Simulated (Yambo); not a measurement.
Data:

```
SrO
1.0
    0.00000     2.55945     2.55945
    2.55945     0.00000     2.55945
    2.55945     2.55945     0.00000
O Sr
1 1
Cartesian
  0.00000   0.00000   0.00000
  2.55945   2.55945   2.55945
```

Workflow: PBEsol (Quantum ESPRESSO, PseudoDojo norm-conserving, 84 Ry, with spin-orbit coupling), then G0W0 in Yambo (4×4×4 Γ-centred k mesh, 130 bands and a 8 Ry block in the screening, 130 bands in G with the Bruneval-Gonze terminator, plasmon pole fitted at 27.2 eV).

**Question.** Give the PBEsol and G0W0 gaps between the band edges found on this mesh, and say where the edges lie.

**Answer.** Edges: Γ → X. PBEsol: 3.18 eV; G0W0: 5.01 eV. Nearest settings tried, and what they do to the gap: 80 bands in G: +15 meV; 80 bands in W, 80 bands in G: +44 meV. Not varied: block, mesh. So the settings aren't converged at that level. 

Geometry relaxed with PBEsol.
